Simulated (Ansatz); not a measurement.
Ir:
```yaml
crystal:
  lattice:
    - [2.54121, 0.00000, 0.00000]
    - [0.00000, 2.54121, 0.00000]
    - [0.00000, 0.00000, 2.54121]
  atoms:
    - { symbol: Ir, position: [0.00000, 0.00000, 0.00000] }
```

Relaxed with PBEsol. Special points in fractions of this cell's reciprocal vectors: Γ (0.000, 0.000, 0.000); X (0.000, 0.500, 0.000); M (0.500, 0.500, 0.000); R (0.500, 0.500, 0.500).

### Question
List the band energies nearest the Fermi level at these points for plane-wave PAW PBEsol (Ansatz code).

### Answer
In eV from the Fermi level; about four levels below and three above (degenerate sets whole), none deeper than 8.9 eV; … stands for higher levels left out; points with the same levels are listed once.

| k | below | above |
|---|---|---|
| Γ | -6.21 -6.21 | … |
| X | -5.46 -1.51 -1.51 -1.05 | … |
| M | -6.70 -4.87 -0.95 -0.95 | 3.58 … |
| R | -5.39 -5.39 -5.39 | 3.78 3.78 … |

Space group Pm-3m (simple cubic). The cell is a constructed one: a structure type filled with these elements; neither database checked (COD, Materials Project) lists it. It is not the phase usual at ambient conditions (space group No. 225). The cell was relaxed with PBEsol under the symmetry of its start; its stability against distortions is not shown here. The run is not spin-polarised. Scalar-relativistic: spin–orbit coupling is off unless named, which matters more the heavier the elements.

Potentials: the later of the program's two PAW sets.
